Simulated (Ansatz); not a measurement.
**Mechanical response of ZnSe (F-43m)**

```yaml
crystal:
  lattice:
    - [0.00000, 2.78376, 2.78376]
    - [2.78376, 0.00000, 2.78376]
    - [2.78376, 2.78376, 0.00000]
  atoms:
    - { symbol: Zn, position: [0.00000, 0.00000, 0.00000] }
    - { symbol: Se, position: [0.75000, 0.75000, 0.75000] }
```

Unless marked otherwise, the numbers come from LDA, all-electron LAPW in Ansatz 0.2.0, scalar-relativistic. k mesh 8×8×8, fixed occupations, basis error target 1 meV/atom. The cell was relaxed by PAW under this functional, which moved its volume by -5 % from the database entry's.

The cell is cubic and carries a residual pressure of 0.02 GPa at this level. Each strain component that symmetry leaves independent is applied at ±0.005 and ±0.01, the ions relax wherever a strain frees them, and the stress (tension positive, GPa) is read. Shears are engineering strains, γ = 2ε.

```json
{"strain": "xx", "size": "-0.01", "σxx": "-1.0072", "σyy": "-0.6283", "σzz": "-0.6283", "σyz": "0.0000", "σxz": "0.0000", "σxy": "0.0000"}
{"strain": "xx", "size": "-0.005", "σxx": "-0.5104", "σyy": "-0.3186", "σzz": "-0.3186", "σyz": "0.0000", "σxz": "0.0000", "σxy": "0.0000"}
{"strain": "xx", "size": "+0.005", "σxx": "0.4655", "σyy": "0.2693", "σzz": "0.2693", "σyz": "0.0000", "σxz": "0.0000", "σxy": "0.0000"}
{"strain": "xx", "size": "+0.01", "σxx": "0.9445", "σyy": "0.5482", "σzz": "0.5482", "σyz": "0.0000", "σxz": "0.0000", "σxy": "0.0000"}
{"strain": "yz", "size": "-0.01", "σxx": "-0.0187", "σyy": "-0.0212", "σzz": "-0.0212", "σyz": "-0.4298", "σxz": "0.0000", "σxy": "0.0000"}
{"strain": "yz", "size": "-0.005", "σxx": "-0.0193", "σyy": "-0.0199", "σzz": "-0.0199", "σyz": "-0.2149", "σxz": "0.0000", "σxy": "0.0000"}
{"strain": "yz", "size": "+0.005", "σxx": "-0.0193", "σyy": "-0.0199", "σzz": "-0.0199", "σyz": "0.2149", "σxz": "0.0000", "σxy": "0.0000"}
{"strain": "yz", "size": "+0.01", "σxx": "-0.0187", "σyy": "-0.0212", "σzz": "-0.0212", "σyz": "0.4298", "σxz": "0.0000", "σxy": "0.0000"}
```

The slope is [8(σ(+δ) − σ(−δ)) − (σ(+2δ) − σ(−2δ))]/(12δ), and the program imposes the crystal's symmetry on the matrix.

Question: What are the independent elastic constants?

Answer: C11 = 97.6, C12 = 58.8, C44 = 43.0 GPa.

Question: Do they meet the Born conditions?

Answer: C11 − C12 = 38.8, C11 + 2C12 = 215.2 and C44 = 43.0 GPa must all be positive, so the crystal is elastically stable; that says nothing yet of its phonons.

Question: What moduli does a random aggregate of grains have?

Answer: B = (C11 + 2C12)/3 = 71.7 GPa. G_V = (C11 − C12 + 3C44)/5 = 33.5 and G_R = 5(C11 − C12)C44/(4C44 + 3(C11 − C12)) = 28.9, so G_H = 31.2 GPa. Then E = 9BG/(3B + G) = 81.8 GPa, ν = (3B − 2G)/(6B + 2G) = 0.310 and B/G = 2.30, on the ductile side of Pugh's 1.75 (a rule of thumb, made for metals; it doesn't predict ductility here).

Question: With the density of 5.556 g/cm³, how fast does sound travel, and what Debye temperature follows?

Answer: 

```json
{"direction": "[100]", "slow (m/s)": "2781", "middle (m/s)": "2781", "fast (m/s)": "4191"}
{"direction": "[110]", "slow (m/s)": "1869", "middle (m/s)": "2781", "fast (m/s)": "4670"}
{"direction": "[111]", "slow (m/s)": "2215", "middle (m/s)": "2215", "fast (m/s)": "4819"}
```

The mean of v⁻³ over directions and branches gives v_m = 2624 m/s and θ_D = (ħ/k_B) v_m (6π²n)^(1/3) = 281 K, n being atoms per volume. Young's modulus spans 53 to 107 GPa over directions, and the universal anisotropy index is 0.80.

Question: How far do the constants move if PAW replaces LAPW in the same cell?

Answer: 

```csv
constant,LAPW (GPa),PAW (GPa),difference
C11,97.6,97.6,0.0
C12,58.8,58.8,0.0
C44,43.0,43.0,0.0
```

Question: How do the constants change if the ions are clamped to the homogeneous strain?

Answer: Clamped values, with the change against relaxed ions: C11 = 97.6 (+0.0), C12 = 58.8 (+0.0), C44 = 66.5 (+23.5) GPa.

Keep in mind: constants at zero field, no piezoelectric stiffening; the frozen-core PAW files of the compared runs were fitted under PBE, their cores solved anew for this functional.
